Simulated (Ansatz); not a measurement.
H:
```
H
1.0
    2.00545    -1.92796     0.00000
    2.00545     1.92796     0.00000
    0.00000     0.00000     3.89929
H
4
Direct
  0.92802   0.07198   0.06873
  0.07198   0.92802   0.93127
  0.57198   0.42802   0.56873
  0.42802   0.57198   0.43127
```

Relaxed with LDA. Special points in fractions of this cell's reciprocal vectors: Γ (0.000, 0.000, 0.000); Y (0.500, 0.500, 0.000); F0 (0.481, 0.519, 0.000); Δ0 (-0.481, 0.481, 0.000); Z (0.000, 0.000, 0.500); B0 (-0.481, 0.481, 0.500); G0 (0.481, 0.519, 0.500); T (0.500, 0.500, 0.500); S (0.000, 0.500, 0.000); R (0.000, 0.500, 0.500).

Problem. List the band energies nearest the valence-band maximum at these points for DFT-LDA in the program Ansatz with PAW potentials.

Solution. In eV from the valence-band maximum; about four levels below and three above (degenerate sets whole), none deeper than 8.9 eV; points with the same levels are listed once.

```tsv
k	below	above
Γ	-4.72 -0.14	8.79 15.28 16.67
Y	-0.69 -0.06	8.78 10.09 14.45
F0	-0.69 -0.09	8.80 10.10 14.41
Z	-2.93 -2.93	11.93 11.93 18.54 18.54
B0	-0.25 -0.25	10.59 10.59 12.56 12.56
T	-0.24 -0.24	10.67 10.67 12.54 12.54
S	-1.66 -1.66	10.08 10.08 13.86 13.86
R	-1.37 -1.37	7.40 7.40 19.75 19.75
```

Space group Cmce. The workflow started from a Materials Project entry (that database holds measured and hypothetical structures alike); the Crystallography Open Database copy checked does not list it. It is not the usual solid phase (space group No. 194). The LDA relaxation kept the symmetry of its start; its stability against distortions is not shown here. The substance is a gas or liquid at ambient conditions. A crystal of weakly bound units computed without a dispersion correction: the cell and the soft elastic constants depend strongly on that.

Potentials: the later of the program's two PAW sets.
